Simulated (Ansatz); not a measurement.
Level: r2SCAN, collinear spin; 500 eV; 6×6×6 Γ-centred mesh; fermi-dirac occupations (width 0.1 eV); Ansatz 0.2.0, fixed geometry.

Computed maps in the lattice plane spanned by b (left to right, 3.98 Å, 12 points from zero) and c (bottom to top, 3.98 Å, 12 points from zero), 90° apart, at height 0.000 along a. The fields are smooth PAW ones with compensation charges, not the true ones near nuclei.

Valence density. Digits on a logarithmic scale: 0 up to 0.03 e/Å³, each further digit a factor of 1.6, 9 from 1.3 e/Å³ up:
```
999789998799
998668986689
876545554567
986433333468
998531113589
999531113599
998531113589
986433333468
876545554567
998668986689
999789998799
999899999899
```

Spin density. Ten even steps from '0' (-0.01 e/Å³) to '9' (0.46 e/Å³):
```
495002620059
054100100145
001000000010
000000000000
020000000002
661000000016
020000000002
000000000000
001000000010
054100100145
495002620059
740000600004
```

Task: The cell is CaOsO3. Which atoms lie within 0.2 Å of this plane, and where (fractions of b and c)?

Result: Os at (0.00, 0.00), O at (0.50, 0.00), O at (0.00, 0.50). The whole cell:
```xyz
5
Lattice="3.9818 0.0000 0.0000 0.0000 3.9818 0.0000 0.0000 0.0000 3.9818" Properties=species:S:1:pos:R:3 pbc="T T T"
Os    0.0000    0.0000    0.0000
O     1.9909    0.0000    0.0000
O     0.0000    1.9909    0.0000
O     0.0000    0.0000    1.9909
Ca    1.9909    1.9909    1.9909
```

Magnetic state (reached from a saved solution, and it need not be the lowest): Os1 up.

Origin: a known structure type with other elements, at an estimated volume, so it need not be a known compound.
